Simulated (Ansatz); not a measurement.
Bi$_{2}$Te$_{3}$:
```
CELL_PARAMETERS angstrom
      2.19363     1.26649    10.09522
     -2.19363     1.26649    10.09522
      0.00000    -2.53298    10.09522
ATOMIC_POSITIONS crystal
  Bi 0.59985 0.59985 0.59985
  Bi 0.40015 0.40015 0.40015
  Te 0.79069 0.79069 0.79069
  Te 0.20931 0.20931 0.20931
  Te 0.00000 0.00000 0.00000
```

Relaxed with PBE+D3(BJ). Special points in fractions of this cell's reciprocal vectors: Γ (0.000, 0.000, 0.000); T (0.500, 0.500, 0.500); H2 (0.823, 0.177, 0.500); H0 (0.500, -0.177, 0.177); L (0.500, 0.000, 0.000); S0 (0.339, -0.339, 0.000); S2 (0.661, 0.000, 0.339); F (0.500, 0.000, 0.500).

Question: List the band energies nearest the valence-band maximum at these points for PBE+D3(BJ) (plane waves, PAW; program Ansatz).

Answer: In eV from the valence-band maximum; about four levels below and three above (degenerate sets whole), none deeper than 8.9 eV; points with the same levels are listed once.

| k | below | above |
|---|---|---|
| Γ | -1.75 -1.75 -0.89 -0.89 0.00 | 0.27 0.62 0.62 |
| T | -1.44 -1.44 -1.20 -1.20 -0.44 | 0.83 1.13 1.13 |
| H2 | -2.56 -1.96 -0.96 -0.76 | 1.23 1.47 2.56 |
| L | -2.96 -2.43 -0.92 -0.50 | 0.57 1.05 2.79 |
| S0 | -2.98 -1.61 -1.39 -0.63 | 1.10 2.04 2.09 |
| F | -2.02 -1.81 -1.58 -0.92 | 0.88 1.53 2.08 |

Space group R-3m. Symmetry was held in the PBE+D3(BJ) relaxation. Scalar-relativistic: spin–orbit coupling is off unless named, which matters more the heavier the elements.

Potentials: the earlier of the program's two PAW sets.
